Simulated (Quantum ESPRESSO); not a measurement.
## Al2ZnF7Cl (a curve over strain)

A calculation, not a measurement. The program is pw.x of Quantum ESPRESSO 7.5 (plane-wave density functional theory). The cell is made up: 11 atoms on a rutile lattice with one site empty, with randomly drawn elements, strain and displacements, not relaxed. PseudoDojo standard norm-conserving files (v0.5 for PBE, v0.4.1 for LDA and PBEsol) set the functional; there is no spin polarisation, spin-orbit coupling or dispersion term, and the masses in the input are unused placeholders. A spin-polarised start on this cell or one of its family kept no moment.

Seven runs add a strain to one cell (shear xy, as the tensor component); the atoms follow the cell and are not relaxed. Stress in the table is positive in tension.

Input of the run at -0.0012:

```
&control calculation='scf', pseudo_dir='./dojo.nc.sr.pbe.v0_5.standard.upf', outdir='./o', disk_io='low', tprnfor=.true., tstress=.true. /
&system ibrav=0, nat=11, ntyp=4, nbnd=47, ecutwfc=84.00895049, nosym=.true., tot_charge=0,
 occupations='smearing', smearing='fd', degauss=0.0018374661
/
&electrons conv_thr=7.350e-09, electron_maxstep=60, /
ATOMIC_SPECIES
Al 1.0 Al.upf
Cl 1.0 Cl.upf
F 1.0 F.upf
Zn 1.0 Zn.upf
CELL_PARAMETERS angstrom
4.884 -0.0059 0.0
-0.0059 4.884 0.0
0.0 0.0 6.4932
ATOMIC_POSITIONS angstrom
Al -0.0424 -0.0258 -0.0028
Al 2.4277 2.4427 1.6341
Zn 0.065 -0.0413 3.2325
F 1.4584 1.4815 0.0135
F 3.3524 3.3224 -0.0208
F 3.9748 0.9258 1.6411
F 1.0084 3.9275 1.6197
F 1.5225 1.4781 3.2758
Cl 3.3707 3.36 3.3024
F 3.9177 0.999 4.8298
F 0.9801 3.9531 4.8183
K_POINTS automatic
5 5 4 1 1 1
```

```
added strain  free energy less that of the input shown (eV)  stress xx (GPa)  stress yy (GPa)  stress zz (GPa)  stress xy (GPa)  pressure (GPa)  next band up at Gamma (eV)  iterations
     -0.0227                                         0.0572             7.77             8.47            18.65            -2.62          -11.63                       2.865          11
     -0.0140                                         0.0236             8.14             8.80            18.78            -1.69          -11.91                       2.852          11
     -0.0067                                         0.0060             8.40             9.04            18.86            -0.93          -12.10                       2.838          11
     -0.0012                                         0.0000             8.56             9.19            18.91            -0.38          -12.22                       2.826          11
     +0.0030                                        -0.0019             8.68             9.29            18.95             0.05          -12.31                       2.815          11
     +0.0239                                         0.0365             9.05             9.61            19.03             2.07          -12.56                       2.750          11
```

Question: one run is left out of the table, at -0.0185. Estimate its stress xy (GPa).

Answer: -2.16. The whole row:

```
added strain  free energy less that of the input shown (eV)  stress xx (GPa)  stress yy (GPa)  stress zz (GPa)  stress xy (GPa)  pressure (GPa)  next band up at Gamma (eV)  iterations
     -0.0185                                         0.0392             7.96             8.64            18.72            -2.16          -11.77                       2.859          11
```

A cubic fit gives a slope of stress xy against the added strain of 100 GPa at zero added strain, with the atoms clamped. Across the table the free energy follows the integral of the stress to within 0.5 meV. A rerun of one of the cells at 1437 eV and a 7 x 7 x 6 mesh moved values by no more than 0.003 eV in energy, 0.02 GPa in stress and 0.002 eV/Å in force. The band column is the level of band 42 at Gamma less that of band 41, whose number is half the electron count, rounded up; it comes from a band step after each run.